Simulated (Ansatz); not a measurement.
TaGe2 in space group P6/mmm (No. 191; Ta on 1a, Ge on 2d), r²SCAN in the plane-wave PAW code Ansatz, all energies at zero smearing, with the estimated change up to a 700 eV cutoff added, with one set of potentials and settings (totals compare only within such a set). Cell of 3 atoms (1 Ta, 2 Ge): -18550.034 eV.

```csv
element,reference phase,E (eV/atom)
Ta,"Im-3m, 1 atoms in the cell",-9945.1755
Ge,"Fd-3m, 2 atoms in the cell",-4302.9121
```

Formation energy per atom, worked out: (-18550.034 − 1×(-9945.1755) − 2×(-4302.9121))/3 = 0.322 eV/atom (31 kJ per mol of atoms), at 0 K, without zero-point energy or fitted corrections.

The cell is a constructed one: a structure type filled with these elements; neither database checked (COD, Materials Project) lists it. COD files the formula under space group No. 180, so this cell is another polymorph or a model. Its standing as an ambient phase is unchecked. The cell was relaxed with r²SCAN under the symmetry of its start. At this level the phase is mechanically unstable. The run is not spin-polarised. The references are the lowest solids computed at this level, not always the standard phases. Spin–orbit coupling is left out wherever it is not named.

Potentials: the earlier of the program's two PAW sets.
